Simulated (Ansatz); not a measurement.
Hg (diamond, Fd-3m) at seven volumes, plane-wave PAW PBE (Ansatz code), scaled uniformly. One row is withheld.

| V (Å³/atom) | P (GPa) |
|---|---|
| 51.158 | 0.27 |
| 52.844 | 0.16 |
| 54.531 | 0.07 |
| 56.217 | 0.00 |
| 57.904 | ? |
| 59.590 | -0.09 |
| 61.277 | -0.12 |

Problem. Fit the shown pressures and predict the withheld one.

Solution. P = (3/2)B₀(x^(7/2) − x^(5/2))[1 + (3/4)(B′ − 4)(x − 1)] with x = (V₀/V)^(2/3). Least squares on the six rows gives V₀ = 56.262 Å³/atom, B₀ = 2.0 GPa, B′ = 7.83. At V = 57.904, x = 0.9810 and P = -0.05 GPa. The run itself gave -0.05 GPa.

A made-up cell: these elements were put on the sites of a structure type; neither database checked (COD, Materials Project) lists it. It is not the usual solid phase (space group No. 166). The cell was relaxed with PBE under the symmetry of its start; phonons on a q-mesh show weakly imaginary modes. The substance is a gas or liquid at ambient conditions. Scalar-relativistic: spin–orbit coupling is off unless named, which matters more the heavier the elements.

Potentials: the later of the program's two PAW sets.
